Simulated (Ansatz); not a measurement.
WSi₂ (MoSi2 type, space group I4/mmm)

```cif
data_Si2W
_chemical_formula_sum 'W1 Si2'
_space_group_name_H-M_alt 'P 1'
_space_group_IT_number 1
_cell_length_a 4.51657
_cell_length_b 4.51657
_cell_length_c 4.51657
_cell_angle_alpha 138.470
_cell_angle_beta 138.470
_cell_angle_gamma 60.184
loop_
_space_group_symop_operation_xyz
  'x, y, z'
loop_
_atom_site_label
_atom_site_type_symbol
_atom_site_fract_x
_atom_site_fract_y
_atom_site_fract_z
_atom_site_occupancy
W1 W 0.00000 0.00000 0.00000 1
Si1 Si 0.33453 0.33453 0.00000 1
Si2 Si 0.66547 0.66547 0.00000 1
```

This relaxed cell (volume V₀) is scaled evenly in all directions, its shape held. The atoms relax within the cell's symmetry.

Level of theory: PBEsol (plane waves to 420 eV, PAW, scalar-relativistic; Ansatz, a program for electronic structure). k mesh 21×21×21 (Γ-centred), Fermi-Dirac smearing 0.05 eV. Energies are smeared free energies. With the shape held, the modulus is that of even scaling; a crystal free to change shape is softer. Spin-orbit coupling is left out, though W is heavy. WSi2 is run without spin polarisation. WSi2 was relaxed with its symmetry unable to fall. ΔE is measured from the relaxed starting cell. The last digit holds for this mesh only.

```json
[
 {"V (Å³/atom)": "12.559", "ΔE (meV/atom)": "39.1"},
 {"V (Å³/atom)": "12.759", "ΔE (meV/atom)": "21.4"},
 {"V (Å³/atom)": "12.959", "ΔE (meV/atom)": "9.2"},
 {"V (Å³/atom)": "13.160", "ΔE (meV/atom)": "2.2"},
 {"V (Å³/atom)": "13.360", "ΔE (meV/atom)": "0.0"},
 {"V (Å³/atom)": "13.561", "ΔE (meV/atom)": "2.1"},
 {"V (Å³/atom)": "13.761", "ΔE (meV/atom)": "8.3"},
 {"V (Å³/atom)": "13.961", "ΔE (meV/atom)": "18.1"},
 {"V (Å³/atom)": "14.162", "ΔE (meV/atom)": "31.4"}
]
```

Problem. What bulk modulus at fixed cell shape B₀ follows from a third-order Birch-Murnaghan fit?

Solution. 233 GPa.

Problem. What is the fitted pressure derivative B₀′?

Solution. 4.4.

(A scan under strain: stresses follow from slopes of the energy per volume, elastic moduli from its curvatures.)
